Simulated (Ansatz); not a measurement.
Consider the following.

FeS2:
```xyz
6
Lattice="4.3345 0.0000 0.0000 0.0000 5.2943 0.0000 0.0000 0.0000 3.3198" Properties=species:S:1:pos:R:3 pbc="T T T"
Fe     2.1673     2.6471     1.6599
Fe     0.0000     0.0000     0.0000
S      1.2665     4.6267     1.6599
S      3.0680     0.6675     1.6599
S      3.4338     3.3147     0.0000
S      0.9007     1.9796     0.0000
```

This is the LDA-relaxed structure. Tensor components refer to the Cartesian frame of this cell.

### Question
All from the program Ansatz at the LDA level (PAW), unless another level is named. Estimate the Young's modulus.

### Answer
350 GPa.

### Question
Next, the highest zone-centre frequency (without LO–TO term)?

### Answer
497 cm⁻¹.

### Question
Give the elastic constants (relaxed ions, GPa).

### Answer
C11 = 334, C22 = 479, C33 = 364, C12 = 52.6, C13 = 137, C23 = 58.4, C44 = 109, C55 = 173, C66 = 174.

Space group Pnnm. Symmetry was held in the LDA relaxation; phonons on a q-mesh show no instability. No spin polarisation was allowed.

Potentials: the later of the program's two PAW sets.
